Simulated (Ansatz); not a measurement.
**Is this Si₂C structure a true minimum?**

The structure comes from a generated guess, relaxed at this level; another structure or a mixture of phases may lie lower.

Computed with DFT PBE, scalar-relativistic, plane waves, PAW in Ansatz 0.2.0. Plane waves to 420 eV, a k mesh through Γ of 8×8×8 on the computed 6-atom cell and Gaussian smearing (0.02 eV); no spin polarisation.

The cell below (6 atoms, space group Immm (No. 71)) is relaxed within its symmetry.

```yaml
crystal:
  lattice:
    - [-1.94940, 3.54121, 4.36498]
    - [1.94940, -3.54121, 4.36498]
    - [1.94940, 3.54121, -4.36498]
  atoms:
    - { symbol: Si, position: [0.87960, 0.21018, 0.66942] }
    - { symbol: Si, position: [0.45924, 0.78982, 0.66942] }
    - { symbol: Si, position: [0.54076, 0.21018, 0.33058] }
    - { symbol: Si, position: [0.12040, 0.78982, 0.33058] }
    - { symbol: C, position: [0.40237, 0.00000, 0.40237] }
    - { symbol: C, position: [0.59763, 0.00000, 0.59763] }
```

For the test a repeat of it with 12 atoms (edges 5.95, 5.95, 7.80 Å) was strained at random (σ = 1.5 % a component), the atoms were moved at random (σ = 0.10 Å), and all was relaxed again on a coarse 4×4×2 mesh (in the run’s order of axes) with 0.10 eV smearing, with no symmetry imposed.

Question: Does it come back?

Answer: It returns, within 1 meV/atom of the unmoved cell on that mesh and with the same symmetry when read at 0.1 Å. So it is stable against the distortions that fit this cell and that this random move excites. Modes that don't fit the cell aren't tested.
